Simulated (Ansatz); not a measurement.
## Property card for Mo₂W₃

These are results of Ansatz 0.2.0, DFT PBE, scalar-relativistic, plane waves, PAW, not measurements.

Plane waves to 420 eV, a k mesh through Γ of 14×14×14 on the computed 5-atom cell and Gaussian smearing (0.10 eV); no spin polarisation.

The structure is relaxed at this level of theory with its symmetry kept, and needn't be the ground state of this composition.

```
Mo W
1.0
     0.00000    2.24611   11.22613
     1.58668    0.00000   11.22613
     1.58668    2.24611    0.00000
Mo W
2 3
Cartesian
  1.5867 2.2461 4.4971
  1.5867 2.2461 17.9551
  1.5867 2.2461 8.9693
  0.0000 0.0000 0.0000
  1.5867 2.2461 13.4829
```

| Quantity | Value |
| --- | --- |
| Space group | Fmmm (No. 69) |
| Volume per atom | 108.0 bohr³ |
| Formation energy from the elements' standard states (uncorrected) | +0.007 eV/atom |
| Kohn–Sham band gap | none (metal) |
| Density of states at the Fermi level | 2.5 states/eV per cell |
| Orbital (Löwdin) character within 0.5 eV of the Fermi level | W 5d 46 %, Mo 4d 42 %, unprojected 7 % |
| Bulk modulus | 285 GPa |
| Its pressure derivative | 4.2 |
| Bader charge by site (e) | Mo (2 in the cell) 0.04, W (2 in the cell) -0.04, W (1 in the cell) 0.00 |

Spin-orbit coupling is left out, which matters for the bands of heavy elements.

The cell was found from a structure generator's guess, not taken from experiment. Löwdin shares on free-atom orbitals overweight diffuse shells.
